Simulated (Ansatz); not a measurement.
# Nd$_{2}$ScSi$_{2}$, first-principles data

Nd₂ScSi₂:
```xyz
10
Lattice="7.3728 0.0000 0.0000 0.0000 7.3728 0.0000 0.0000 0.0000 4.4198" Properties=species:S:1:pos:R:3 pbc="T T T"
Nd     1.3097     4.9962     2.2099
Nd     6.0631     2.3767     2.2099
Nd     2.3767     1.3097     2.2099
Nd     4.9962     6.0631     2.2099
Sc     3.6864     3.6864     0.0000
Sc     0.0000     0.0000     0.0000
Si     6.5050     4.5543     0.0000
Si     0.8679     2.8185     0.0000
Si     2.8185     6.5050     0.0000
Si     4.5543     0.8679     0.0000
```
The run is spin-polarised; directions of the spins, atom by atom: ↑ ↑ ↑ ↑ 0 0 0 0 0 0.

Space group P4/mbm (No. 127); conventional cell a = 7.3728 Å, b = 7.3728 Å, c = 4.4198 Å, α = 90.00°, β = 90.00°, γ = 90.00°.

Method: r²SCAN (plane waves, PAW; program Ansatz). Geometry: relaxed at this level of theory. Other levels are named where they apply.

### Cell and energy

- Volume per atom = 24.03 Å³
- Density = 5.39 g/cm³

### Electronic structure

- Electronic character = metallic (no gap)
- Density of states at the Fermi level = 0.48 states/eV per atom (mean over ±0.08 eV)

### Magnetism

* **Magnetic order**: ferromagnetic
* **Net moment**: 1.40 μB per atom

The first step of the workflow began from a Materials Project structure, measured or hypothetical; the Crystallography Open Database copy checked does not list it. Its standing as an ambient phase is unchecked. The cell was relaxed with r²SCAN under the symmetry of its start; its stability against distortions is not shown here. Spin order of the final state: ferromagnetic, the only order run, not a proven ground state. Caveat: open 4f shells can settle in a state that is not the lowest. Other orbital occupations within this spin state were not tried. No Hubbard U is applied. Point labels and valley counts follow the cell and symmetry of the run, lower than the named group. Spin–orbit coupling is left out wherever it is not named.

Potentials: the later of the program's two PAW sets.
